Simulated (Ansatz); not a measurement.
In₂Te₃ in space group Imm2 (No. 44; In on 4d, Te on 4d, Te on 2a) at seven volumes, plane-wave PAW PBEsol (Ansatz code), shape and atoms relaxed at each. One row is withheld.

| V (Å³/atom) | P (GPa) |
|---|---|
| 31.857 | 3.14 |
| 32.907 | 1.84 |
| 33.957 | 0.80 |
| 35.008 | 0.00 |
| 36.058 | ? |
| 37.108 | -1.05 |
| 38.158 | -1.39 |

Problem. Fit the shown pressures and predict the withheld one.

Solution. P = (3/2)B₀(x^(7/2) − x^(5/2))[1 + (3/4)(B′ − 4)(x − 1)] with x = (V₀/V)^(2/3). Least squares on the six rows gives V₀ = 35.020 Å³/atom, B₀ = 23.0 GPa, B′ = 7.96. At V = 36.058, x = 0.9807 and P = -0.60 GPa. The run itself gave -0.61 GPa.

The first step of the workflow began from a Materials Project structure, measured or hypothetical; the Crystallography Open Database copy checked does not list it. COD files the formula under space group No. 216, so this cell is another polymorph or a model. Its standing as an ambient phase is unchecked. The PBEsol relaxation kept the symmetry of its start; its stability against distortions is not shown here. Spin–orbit coupling is left out wherever it is not named.

Potentials: the later of the program's two PAW sets.
